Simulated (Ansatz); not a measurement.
LaScO3:
```cif
data_La4O12Sc4
_chemical_formula_sum 'La4 O12 Sc4'
_space_group_name_H-M_alt 'Pnma'
_space_group_IT_number 62
_space_group_name_Hall '-P 2ac 2n'
_cell_length_a 5.76419
_cell_length_b 8.03898
_cell_length_c 5.63914
_cell_angle_alpha 90.000
_cell_angle_beta 90.000
_cell_angle_gamma 90.000
loop_
_space_group_symop_operation_xyz
  'x, y, z'
  '-x, -y, -z'
  '-x+1/2, -y, z+1/2'
  'x+1/2, y, -z+1/2'
  'x+1/2, -y+1/2, -z+1/2'
  '-x+1/2, y+1/2, z+1/2'
  '-x, y+1/2, -z'
  'x, -y+1/2, z'
loop_
_atom_site_label
_atom_site_type_symbol
_atom_site_symmetry_multiplicity
_atom_site_Wyckoff_symbol
_atom_site_fract_x
_atom_site_fract_y
_atom_site_fract_z
_atom_site_occupancy
La1 La 4 c 0.45417 0.25000 0.48824 1
O1 O 8 d 0.20397 0.05340 0.20419 1
Sc1 Sc 4 b 0.00000 0.00000 0.50000 1
O2 O 4 c 0.03370 0.25000 0.60005 1
```

Relaxed with PBEsol. PBEsol (plane waves, PAW; program Ansatz) gives a gap of 3.93 eV.

**Question.** What gap does HSE06 give on the same cell (Ansatz, PAW)?

**Answer.** 5.89 eV, 1.97 eV more. The hybrid was solved on a coarser mesh and at special points; the gap given is the minimum over both.

| k | v1 PBEsol | c1 PBEsol | v1 HSE06 | c1 HSE06 |
|---|---|---|---|---|
| Γ | 0.00 | 3.93 | 0.00 | 5.89 |
| X | -0.09 | 4.53 | -0.08 | 6.62 |
| Z | -0.11 | 4.40 | (withheld) | (withheld) |
| U | -0.24 | 4.22 | (withheld) | (withheld) |
| Y | -0.18 | 4.26 | (withheld) | (withheld) |
| S | -0.25 | 4.63 | (withheld) | (withheld) |
| T | -0.14 | 4.51 | -0.13 | 6.37 |
| R | -0.26 | 4.48 | -0.25 | 6.58 |

**Question.** Top valence (v1) and lowest conduction level (c1) in eV from each method's valence maximum (which need not be a listed point): supply the withheld HSE06 values.

**Answer.** 
- Z, v1 HSE06: -0.10
- Z, c1 HSE06: 6.39
- Y, v1 HSE06: -0.19
- Y, c1 HSE06: 6.30
- U, v1 HSE06: -0.28
- U, c1 HSE06: 6.30
- S, v1 HSE06: -0.25
- S, c1 HSE06: 6.63

Cost on shared cores: the PBEsol run (SCF on a 5×4×5 mesh, then bands and DOS) around 9 core-minutes (rough), the HSE06 run (SCF on 3×2×3, then a few points) very roughly 19 core-minutes; the tasks are unlike.

Symmetry was held in the PBEsol relaxation. The run is not spin-polarised. Spin–orbit coupling is left out wherever it is not named.

Potentials: the later of the program's two PAW sets.
